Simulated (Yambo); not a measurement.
# Excitons in Na$_{2}$CO$_{3}$

```
CELL_PARAMETERS angstrom
      4.39238    -2.63220     0.00000
      4.39238     2.63220     0.00000
     -1.35210     0.00000     5.76531
ATOMIC_POSITIONS crystal
  C  0.33597 0.33597 0.75072
  C  0.66403 0.66403 0.24928
  O  0.21181 0.21181 0.83263
  O  0.78819 0.78819 0.16737
  O  0.38969 0.81339 0.29179
  O  0.61031 0.18661 0.70821
  O  0.18661 0.61031 0.70821
  O  0.81339 0.38969 0.29179
  Na 0.66907 0.66907 0.74079
  Na 0.33093 0.33093 0.25921
  Na 0.00000 0.00000 0.00000
  Na 0.00000 0.00000 0.50000
```

The geometry is that of Materials Project entry mp-3070, symmetrised and not relaxed again.

BSE in Yambo on LDA (pw.x of Quantum ESPRESSO, ONCV potentials, scalar-relativistic) bands: 4×4×4 mesh, 15 valence and 9 conduction bands, static screening with 89 bands and a 3 Ry block, scissor 3.28 eV, Tamm-Dancoff; field along x.

```tsv
state	energy (eV)	states within 2 meV	relative strength	class	main transitions
1	4.62	1	< 0.01	dark	several band pairs
2	4.63	1	< 0.01	dark	several band pairs
3	6.04	1	< 0.01	dark	VB → CB (65 %)
4	6.06	1	< 0.01	dark	several band pairs
5	6.25	1	< 0.01	dark	several band pairs
6	6.26	1	< 0.01	dark	several band pairs
```

These are vertical excitations (zero momentum). The direct quasiparticle gap on this mesh is 7.29 eV; counted from there, state 1 is bound by 2.67 eV. On a 2×2×2 mesh the same difference is 2.68 eV.

Spin singlets only. Strengths are relative to the strongest of the lowest states of this run; strong means a line over 3 % of the spectrum's maximum, dark under 0.03 %. Absolute energies carry the error of the G0W0 scissor, whose convergence isn't established; the long-wavelength screening was taken along (1,1,1) although the crystal is anisotropic.
